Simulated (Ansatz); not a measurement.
# Kick test of a cell of Te2Pb3Se

The cell was found from a structure generator's guess, not taken from experiment.

Method: Ansatz, DFT PBE, scalar-relativistic, plane waves, PAW. Plane waves to 420 eV, a k mesh through Γ of 6×6×2 on the computed 12-atom cell and Gaussian smearing (0.02 eV); no spin polarisation.

The cell below (12 atoms, space group Cmcm (No. 63)) is relaxed within its symmetry.

```
Te Pb Se
1.0
     2.24834   -6.49066    0.00000
     2.24834    6.49066    0.00000
     0.00000    0.00000   13.97791
Te Pb Se
4 6 2
Direct
  0.87297 0.12703 0.92084
  0.87297 0.12703 0.57916
  0.12703 0.87297 0.07916
  0.12703 0.87297 0.42084
  0.63767 0.36233 0.90749
  0.64083 0.35917 0.25000
  0.63767 0.36233 0.59251
  0.35917 0.64083 0.75000
  0.36233 0.63767 0.09251
  0.36233 0.63767 0.40749
  0.85844 0.14156 0.25000
  0.14156 0.85844 0.75000
```

For the test it was strained at random (σ = 1.5 % a component), the atoms were moved at random (σ = 0.10 Å), and all was relaxed again on a coarse 4×4×1 mesh (in the run’s order of axes) with 0.10 eV smearing, with no symmetry imposed.

No dispersion correction is applied, so the spacing and binding between layers, chains or molecules are poorly described. These runs have no spin–orbit coupling, which can matter for Pb and Te.

Problem. Does it come back?

Solution. It doesn't return. The energy falls by 45 meV/atom on that mesh, the volume changes by -0.8 %, and the end has space group Pmn2_1 (No. 31) at a loose tolerance. Relaxed again on a 2×4×6 mesh with 0.02 eV smearing, the new structure lies 43 meV/atom below the first (mesh in the axes of the run's cell; the cell below is made exact in the group named). Space group Pmmn (No. 59), orthorhombic, a = 4.554 Å, b = 13.672 Å, c = 6.521 Å. Te has 6 Pb at 3.26–3.27 Å; around Pb on a site of symmetry m lie 2 Se at 3.13 Å and 4 Te at 3.26–3.27 Å; around Pb on a site of symmetry mm2 lie 1 Se at 2.99 Å, 4 Te at 3.27 Å and 1 Se at 3.53 Å; around Se lie 5 Pb at 2.99–3.13 Å and 1 Pb at 3.53 Å.

```cif
data_structure
_symmetry_space_group_name_H-M 'P 1'
_symmetry_Int_Tables_number 1
_cell_length_a 4.5538
_cell_length_b 13.6718
_cell_length_c 6.5206
_cell_angle_alpha 90.000
_cell_angle_beta 90.000
_cell_angle_gamma 90.000
_cell_volume 405.96
loop_
_atom_site_label
_atom_site_type_symbol
_atom_site_fract_x
_atom_site_fract_y
_atom_site_fract_z
_atom_site_occupancy
Te1 Te 0.00000 0.17102 0.25088 1
Te2 Te 0.00000 0.82898 0.25088 1
Te3 Te 0.50000 0.32898 0.74912 1
Te4 Te 0.50000 0.67102 0.74912 1
Pb1 Pb 0.00000 0.15711 0.75128 1
Pb2 Pb 0.00000 0.50000 0.77854 1
Pb3 Pb 0.00000 0.84289 0.75128 1
Pb4 Pb 0.50000 0.00000 0.22146 1
Pb5 Pb 0.50000 0.34289 0.24872 1
Pb6 Pb 0.50000 0.65711 0.24872 1
Se1 Se 0.00000 0.50000 0.23663 1
Se2 Se 0.50000 0.00000 0.76337 1
```
